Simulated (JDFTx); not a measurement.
System: Ag(100) (Fm-3m bulk; lattice of mp-124, not re-optimised at this level), 1x1 cell of 4 atoms in 4 planes, area 8.42 Å² a face, 6.2 Å between the outermost planes in a cell 22.2 Å high; k mesh 8×8×1, Fermi width 0.01 Ha, no spin polarisation.

Profiles through the double layer of this slab, charged, in SCCS (g09 parameters), water, 1 M KCl; PBE, GBRV ultrasoft potentials, plane waves to 20/100 Ha, a modified build of JDFTx. z is the height above the outermost atoms, φ the plane-averaged electrostatic potential energy of an electron (zero in the bulk liquid), ρ_b the bound charge of solvent and ions, s the cavity shape function (0 in the solid, 1 in the liquid).

| z (Å) | n (e/Å³) | s | φ (eV) | ρ_b (10⁻³ e/Å³) |
|---|---|---|---|---|
| 0.83 | 0.2508 | 0.00 | -2.101 | 0.00 |
| 1.29 | 0.0552 | 0.00 | -1.038 | 0.00 |
| 1.75 | 0.0159 | 0.00 | -0.221 | 0.02 |
| 2.21 | 0.0050 | 0.01 | -0.006 | 0.44 |
| 2.68 | 0.0016 | 0.44 | 0.009 | 1.37 |
| 3.14 | 0.0005 | 1.00 | 0.008 | 0.62 |
| 3.60 | 0.0002 | 1.00 | 0.007 | 0.22 |
| 4.06 | 0.0001 | 1.00 | 0.006 | 0.08 |
| 4.53 | 0.0000 | 1.00 | 0.005 | 0.03 |
| 4.99 | 0.0000 | 1.00 | 0.004 | 0.01 |
| 5.45 | 0.0000 | 1.00 | 0.004 | 0.01 |
| 5.91 | 0.0000 | 1.00 | 0.003 | 0.00 |
| 6.38 | 0.0000 | 1.00 | 0.003 | 0.00 |
| 6.84 | 0.0000 | 1.00 | 0.002 | 0.00 |
| 7.30 | 0.0000 | 1.00 | 0.002 | 0.00 |
| 7.76 | 0.0000 | 1.00 | 0.002 | 0.00 |

**Question.** Is the electrode positively or negatively charged, and roughly by how much?

**Answer.** Negatively: σ = -2.1 μC/cm² per face. The liquid's bound charge is of the opposite sign overall, and far from the surface φ decays with the screening length (3.0 Å).
